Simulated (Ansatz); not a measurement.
Total density of states per atom from LDA (plane waves, PAW; program Ansatz), in 0.25 eV bins, energy from the Fermi level:

| E (eV) | states/eV/atom |
|---|---|
| -6.10 | 0.00 |
| -5.85 | 0.02 |
| -5.60 | 0.04 |
| -5.35 | 0.05 |
| -5.10 | 0.07 |
| -4.85 | 0.09 |
| -4.60 | 0.10 |
| -4.35 | 0.13 |
| -4.10 | 0.16 |
| -3.85 | 0.47 |
| -3.60 | 0.93 |
| -3.35 | 1.04 |
| -3.10 | 1.18 |
| -2.85 | 1.39 |
| -2.60 | 1.35 |
| -2.35 | 1.15 |
| -2.10 | 0.56 |
| -1.85 | 0.81 |
| -1.60 | 1.93 |
| -1.35 | 1.90 |
| -1.10 | 1.20 |
| -0.85 | 0.97 |
| -0.60 | 1.00 |
| -0.35 | 1.81 |
| -0.10 | 1.80 |
| 0.15 | 1.18 |
| 0.40 | 0.64 |
| 0.65 | 0.51 |
| 0.90 | 0.47 |
| 1.15 | 0.47 |
| 1.40 | 0.48 |
| 1.65 | 0.57 |
| 1.90 | 0.84 |
| 2.15 | 0.88 |
| 2.40 | 0.94 |
| 2.65 | 1.08 |
| 2.90 | 1.17 |
| 3.15 | 1.16 |
| 3.40 | 1.45 |
| 3.65 | 1.27 |
| 3.90 | 1.34 |
| 4.15 | 2.20 |
| 4.40 | 1.81 |
| 4.65 | 0.97 |

Pick the material that matches.
A) Nb, bcc (W type)
B) Na, bcc (W type)
C) Ta, bcc (W type)
D) Cr, bcc (W type)

A, Nb, bcc (W type). Within 0.5 eV of the Fermi level: Nb 4d 86 %, Nb 5s 9 %. Projections are on Löwdin-orthogonalised atomic valence shells; empty p or d shells of many metals are not among them.

Space group Im-3m (bcc (W type)). The cell was relaxed with LDA under the symmetry of its start. The run is not spin-polarised. Spin–orbit coupling is left out wherever it is not named.

Potentials: the earlier of the program's two PAW sets. The files were generated under PBE; for other functionals the program regenerates the frozen cores, and for LDA and PBEsol the local potential too.
